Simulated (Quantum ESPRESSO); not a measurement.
Field gradients of PN7 from a PBE PAW density (pw.x of a modified build of Quantum ESPRESSO, JTH datasets) with the all-electron reconstruction of Petrilli and co-workers, 25 Ha, k-mesh 4×4×4 through Γ:

```yaml
crystal:
  lattice:
    - [5.84341, 0.02370, 0.02370]
    - [0.02370, 5.84341, 0.02370]
    - [0.02370, 0.02370, 5.84341]
  atoms:
    - { symbol: P, position: [0.04753, 0.04753, 0.04753] }
    - { symbol: N, position: [0.90083, 0.90083, 0.90083] }
    - { symbol: N, position: [0.45201, 0.94767, 0.54603] }
    - { symbol: N, position: [0.57086, 0.06997, 0.46511] }
    - { symbol: N, position: [0.54603, 0.45201, 0.94767] }
    - { symbol: N, position: [0.46511, 0.57086, 0.06997] }
    - { symbol: N, position: [0.94767, 0.54603, 0.45201] }
    - { symbol: N, position: [0.06997, 0.46511, 0.57086] }
```
The cell was made here from a computed Materials Project entry: one of 8 N replaced by P, cell and atoms relaxed (PBE without dispersion, pw.x of Quantum ESPRESSO, symmetry kept). The parent is N2 in Pa-3; whether this form has been observed was not checked. The swapped cell is a model, not a known phase. Stability against distortions was not tested.

Vzz is the sum of three terms, each taken along its main axis: the smooth valence density, the ions (nucleus and frozen core) with the augmentation charges of all other spheres, and the all-electron minus smooth density in the atom's own sphere. The split hangs on the datasets.  Cores are frozen. Against all-electron runs on small test molecules, this scheme's |Vzz| missed by under 1 % on N. P had no test against all-electron runs.

```json
[
 {"site": "P (atom 1)", "smooth valence density": "-0.576", "ions and other spheres": "0.414", "own sphere": "(withheld)", "Vzz (a.u.)": "(withheld)"},
 {"site": "N1 (atom 2)", "smooth valence density": "-0.894", "ions and other spheres": "0.455", "own sphere": "(withheld)", "Vzz (a.u.)": "(withheld)"},
 {"site": "N2 (atoms 3, 5, 7)", "smooth valence density": "-1.499", "ions and other spheres": "1.062", "own sphere": "(withheld)", "Vzz (a.u.)": "(withheld)"},
 {"site": "N3 (atoms 4, 6, 8)", "smooth valence density": "-1.494", "ions and other spheres": "1.060", "own sphere": "(withheld)", "Vzz (a.u.)": "(withheld)"}
]
```

Q: Some entries are withheld; supply them.

A: 
- P (atom 1), own sphere: -1.665
- P (atom 1), Vzz (a.u.): -1.827
- N1 (atom 2), own sphere: -0.655
- N1 (atom 2), Vzz (a.u.): -1.094
- N2 (atoms 3, 5, 7), own sphere: -0.765
- N2 (atoms 3, 5, 7), Vzz (a.u.): -1.202
- N3 (atoms 4, 6, 8), own sphere: -0.760
- N3 (atoms 4, 6, 8), Vzz (a.u.): -1.195
